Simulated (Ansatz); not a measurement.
Relaxed-ion elastic tensor of SiGe3 in space group P-4m2 (No. 115; Si on 1a, Ge on 2g, Ge on 1c) in GPa (Voigt order), the program Ansatz at the r²SCAN level (PAW); density 4.63 g/cm³, 22.04 Å³ per atom.

```
 166  20.6  48.2   0.0   0.0   0.0
20.6   166  48.2   0.0   0.0   0.0
48.2  48.2   137   0.0   0.0   0.0
 0.0   0.0   0.0  71.9   0.0   0.0
 0.0   0.0   0.0   0.0  71.9   0.0
 0.0   0.0   0.0   0.0   0.0  45.0
```

Problem. Is the crystal mechanically stable?

Solution. Yes: the smallest eigenvalue of C is 45.0 GPa.

Problem. Work out the Voigt, Reuss and Hill averages.

Solution. K_V = 78.1, K_R = 78.1, K_H = 78.1; G_V = 61.2, G_R = 58.0, G_H = 59.6 GPa.

Problem. Give Young's modulus, Poisson's ratio, Pugh's ratio and the universal anisotropy index.

Solution. E = 9KG/(3K + G) = 143 GPa; ν = 0.20; K/G = 1.31 (brittle by the Pugh limit of 1.75); A_U = 5G_V/G_R + K_V/K_R − 6 = 0.28.

Problem. Estimate the sound speeds and the Debye temperature.

Solution. v_l = √((K + 4G/3)/ρ) = 5830 m/s, v_t = √(G/ρ) = 3590 m/s, mean 3960 m/s; Θ = (h/k)(3n/4πV)^(1/3) v_m = 420 K.

Problem. Solve the Christoffel equation for the three sound speeds along x, y, z.

Solution. Eigenvalues of C_ijkl n_j n_l equal ρv² (piezoelectric stiffening left out). In km/s, slowest first: x 3.12, 3.94, 5.98; y 3.12, 3.94, 5.98; z 3.94, 3.94, 5.44.

Problem. How much does each axis shrink under pressure?

Solution. Linear compressibilities β_i = Σ_j S_ij (j = 1 to 3): x 4.3, y 4.3, z 4.3 per TPa.

The start of the workflow was typed in or built on a structure type; neither database checked (COD, Materials Project) lists it. Its standing as an ambient phase is unchecked. The r²SCAN relaxation kept the symmetry of its start; its stability against distortions is not shown here.

Potentials: the later of the program's two PAW sets.
